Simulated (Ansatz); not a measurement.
This Li₂BeS₃ structure is the end of a relaxation. The cell was found from a structure generator's guess, not taken from experiment.

Method: Ansatz, DFT PBE, scalar-relativistic, plane waves, PAW. Cutoff 420 eV, Γ-centred mesh, Gaussian smearing, no spin polarisation.

```xyz
6
Lattice="3.1808 0.0000 0.0000 -1.5904 2.7547 0.0000 0.0000 0.0000 9.7956" Properties=species:S:1:pos:R:3 pbc="T T T"
Li    0.0000    1.8364    6.6336
Li    1.5904    0.9182    3.1620
Be    0.0000    0.0000    0.0000
S     0.0000    0.0000    4.8978
S     0.0000    1.8364    1.3429
S     1.5904    0.9182    8.4527
```

The zero of energy is the elements' standard structures at the same level; no fitted shifts are applied.

Q: Find its symmetry and describe it.

A: P-3m1 (No. 164). Conventional cell: a = 3.181 Å, c = 9.796 Å. Around Li lie 6 S at 2.53–2.58 Å; Be is surrounded by 6 S at 2.28 Å; S on a site of symmetry -3m is surrounded by 6 Li at 2.53 Å; S on a site of symmetry 3m is surrounded by 3 Be at 2.28 Å and 3 Li at 2.58 Å.

Q: What is its formation energy per atom?

A: −0.65 eV/atom. A negative formation energy is needed for stability but isn't enough: competing phases decide.

Q: Is it a metal?

A: Yes, bands cross the Fermi level on the 15×15×4 mesh.

Q: From what recipe could a structure generator have reached it?

A: One such recipe: ordered mixture on the cation sites of rock salt (P-3m1, No. 164). Other recipes can lead to the same cell.

The last run used a 15×15×4 mesh (in the run's order of axes) for its 6-atom cell and Gaussian smearing of 0.10 eV. The reference form of S is held partly by dispersion forces, which this level lacks. Symmetry constrained the relaxation, so the result can be a saddle point.
